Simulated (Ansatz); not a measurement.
Calculated field gradients at the nuclei for ZnS

The cell is a computed structure from the Materials Project (it need not be an observed phase), its atoms then relaxed with PBE in this cell.

```
Zn S
1.0
     3.80580    0.00000    0.00000
    -1.90290    3.29592    0.00000
     0.00000    0.00000    6.23798
Zn S
2 2
Direct
  0.33333 0.66667 0.00014
  0.66667 0.33333 0.50014
  0.33333 0.66667 0.37486
  0.66667 0.33333 0.87486
```

Atoms are numbered from 1 in the order listed; like atoms form one site, named after its first atom.

Level of theory: DFT, r2SCAN, plane waves and PAW, scalar-relativistic, 500 eV cutoff, Γ-centred 10×10×6 k-points, Fermi–Dirac smearing 0.01 eV (Ansatz 0.2.0).

Conventions: |V_zz| ≥ |V_yy| ≥ |V_xx|, η = (V_xx − V_yy)/V_zz, C_Q = eQV_zz/h.

⁶⁷Zn: I = 5/2, Q = 122.0 mb; ³³S: I = 3/2, Q = -69.40 mb. Q values from Pyykkö, Mol. Phys. 116, 1328 (2018).

| site | atoms (order as listed) | first shell | V_xx, V_yy, V_zz (10²¹ V/m²) | η | C_Q (MHz) |
| --- | --- | --- | --- | --- | --- |
| Zn | 1, 2 | 4 S at 2.33–2.34 Å | -0.039, -0.039, 0.079 | 0.00 | 0.233 |
| S | 3, 4 | 4 Zn at 2.33–2.34 Å | -0.12, -0.12, 0.25 | 0.00 | -0.414 |

An axis of threefold or higher order runs through Zn and S, so V_zz lies along it and η is zero.

With these PAW files V_zz is typically within 2 to 3 % of all-electron values, but misses above 10 % occur on Zn.
